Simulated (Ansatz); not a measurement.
**Na (Im-3m), an elastic constant from a strain scan**

All numbers below come from DFT LDA, scalar-relativistic, plane waves, PAW in Ansatz 0.2.0. Cutoff 420 eV, Γ-centred 16×16×16 k-points, Gaussian smearing of 0.15 eV. No spin polarisation. Energies are free energies at this smearing, counted from the undisturbed cell; pressure is positive in compression.

Zero of the scan (as given, not relaxed at this level; it stands at -0.9 GPa):

```yaml
crystal:
  lattice:
    - [-2.11750, 2.11750, 2.11750]
    - [2.11750, -2.11750, 2.11750]
    - [2.11750, 2.11750, -2.11750]
  atoms:
    - { symbol: Na, position: [0.00000, 0.00000, 0.00000] }
```

The cell is strained by ε times the Voigt pattern (0, 1, 0, 0, 0, 0) (xx, yy, zz, yz, xz, xy; engineering shear) with fractional coordinates fixed. The cell holds 1 atom in V0 = 37.98 Å³. The stress column is τ = (1/V0) dE/dε, got from the stress tensor σ (compression positive) at each point as −det(1 + εP) σ : P(1 + εP)⁻¹, with P the pattern as a tensor.

```
      ε  ΔE (meV/atom)  τ (GPa)
-0.0200         -4.150    0.805
-0.0100         -2.156    0.876
 0.0000          0.000    0.942
 0.0050          1.134    0.972
 0.0150          3.507    1.029
 0.0200              ?        ?
```

Q: Which combination of elastic constants does this scan measure, and how large is it?

A: For small ε, τ = τ0 + Kε with K = pᵀCp, which for this pattern is C11 in the cubic axes. The parabola through τ at ε = -0.0100, 0 and 0.0050 has slope K = 6.2 GPa at zero. The energies per cell, E = NΔE, of the same two points give K = 2[E(ε₊)/ε₊ − E(ε₋)/ε₋]/[(ε₊ − ε₋)V0] = 6.3 GPa, in agreement. The start is under stress, which shifts K from the elastic constant by about the size of that stress.

Q: Predict the withheld row at ε = 0.0200 from the harmonic law, and compare.

A: ΔE = V0(τ0 ε + Kε²/2)/N = 4.760 meV/atom and τ = 1.07 GPa. The calculation gives 4.742 meV/atom and 1.06 GPa, a miss of 0.4 % of the harmonic energy, so the harmonic law still holds here.

In a metal these slopes depend on the k mesh and the smearing.